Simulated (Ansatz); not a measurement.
NbIr:
```yaml
crystal:
  lattice:
    - [4.55811, 0.00000, 0.00000]
    - [0.00000, 2.81825, 0.00000]
    - [0.00000, 0.00000, 4.87185]
  atoms:
    - { symbol: Ir, position: [0.25000, 0.00000, 0.81363] }
    - { symbol: Ir, position: [0.75000, 0.00000, 0.18637] }
    - { symbol: Nb, position: [0.25000, 0.50000, 0.30788] }
    - { symbol: Nb, position: [0.75000, 0.50000, 0.69212] }
```

This is the PBEsol-relaxed structure.

**Question.** All from PBEsol (plane waves, PAW; program Ansatz), unless another level is named. Estimate the bulk modulus (Birch–Murnaghan fit).

**Answer.** 273 GPa.

**Question.** And the highest zone-centre frequency?

**Answer.** 217 cm^-1.

Space group Pmma. The start of the workflow was typed in or built on a structure type; the Crystallography Open Database copy checked does not list it. COD files the formula under space group No. 123. Its standing as an ambient phase is unchecked. The PBEsol relaxation kept the symmetry of its start; its stability against distortions is not shown here. No spin polarisation was allowed. As this level gives no gap, phonon frequencies hold no LO–TO term and depend on the k-mesh and smearing (Fermi–Dirac, 0.1 eV here). Spin–orbit coupling is left out wherever it is not named.

Potentials: the later of the program's two PAW sets.
